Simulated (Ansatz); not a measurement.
Lu₃SnC:
```yaml
crystal:
  lattice:
    - [4.72632, 0.00000, 0.00000]
    - [0.00000, 4.72632, 0.00000]
    - [0.00000, 0.00000, 4.72632]
  atoms:
    - { symbol: Lu, position: [0.50000, 0.00000, 0.50000] }
    - { symbol: Lu, position: [0.00000, 0.50000, 0.50000] }
    - { symbol: Lu, position: [0.50000, 0.50000, 0.00000] }
    - { symbol: Sn, position: [0.00000, 0.00000, 0.00000] }
    - { symbol: C, position: [0.50000, 0.50000, 0.50000] }
```

Relaxed with r²SCAN. Special points in fractions of this cell's reciprocal vectors: Γ (0.000, 0.000, 0.000); X (0.000, 0.500, 0.000); M (0.500, 0.500, 0.000); R (0.500, 0.500, 0.500).

Q: List the band energies nearest the Fermi level at these points for DFT-r²SCAN in the program Ansatz with PAW potentials.

A: In eV from the Fermi level; about four levels below and three above (degenerate sets whole), none deeper than 8.9 eV; points with the same levels are listed once.

```json
[
 {"k": "Γ", "below": "-1.67 -1.67 -0.68 -0.68 -0.68", "above": "0.39 0.39 0.39"},
 {"k": "X", "below": "-1.97 -1.97 -0.08 -0.07", "above": "1.62 2.01 2.05"},
 {"k": "M", "below": "-2.70 -2.70 -2.59 -2.39", "above": "0.72 1.22 1.22"},
 {"k": "R", "below": "-4.99 -4.99 -4.99 -2.62 -2.62 -2.62", "above": "0.68 0.68 0.68"}
]
```

Space group Pm-3m (anti-perovskite). The workflow started from a Materials Project entry (that database holds measured and hypothetical structures alike); the Crystallography Open Database copy checked does not list it. Its standing as an ambient phase is unchecked. The cell was relaxed with r²SCAN under the symmetry of its start; whether a distortion lowers the energy is not shown. Spin–orbit coupling is left out wherever it is not named.

Potentials: the later of the program's two PAW sets.
